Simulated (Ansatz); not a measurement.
Stability checks on a candidate for SnPb3S4

The structure comes from a generated guess, relaxed at this level; another structure or a mixture of phases may lie lower.

The calculation used Ansatz, DFT PBE, scalar-relativistic, plane waves, PAW. Settings of the last relaxation (8-atom cell): 420 eV, 6×6×10 k points, Gaussian smearing of 0.10 eV, no spin polarisation.

```yaml
crystal:
  lattice:
    - [4.22224, -5.97146, 0.00000]
    - [4.22224, 5.97146, 0.00000]
    - [0.00000, 0.00000, 4.22276]
  atoms:
    - { symbol: Sn, position: [0.50000, 0.50000, 0.50000] }
    - { symbol: Pb, position: [0.00000, 0.50000, 0.00000] }
    - { symbol: Pb, position: [0.50000, 0.00000, 0.00000] }
    - { symbol: Pb, position: [0.00000, 0.00000, 0.50000] }
    - { symbol: S, position: [0.25534, 0.25534, 0.00000] }
    - { symbol: S, position: [0.74466, 0.74466, 0.00000] }
    - { symbol: S, position: [0.25272, 0.74728, 0.50000] }
    - { symbol: S, position: [0.74728, 0.25272, 0.50000] }
```

Energies over the elements count from the elements' standard structures at the same level, with no fitted energy shifts. The references include grey tin.

Task: These tests were run: energy against the elements; phonons on a 1×1×2 q mesh. What do they show?

Result:

| test | result |
| --- | --- |
| energy against the elements | −0.51 eV/atom |
| phonons on a 1×1×2 q mesh | imaginary modes down to 61i cm⁻¹ |

It fails one test: phonons on a 1×1×2 q mesh. So it isn't even a local minimum.

Spin–orbit coupling, which can matter for Pb, is left out. The reference form of S is held partly by dispersion forces, which this level lacks. The run for the phonons used a 6×6×10 k mesh and Gaussian smearing of 0.10 eV.
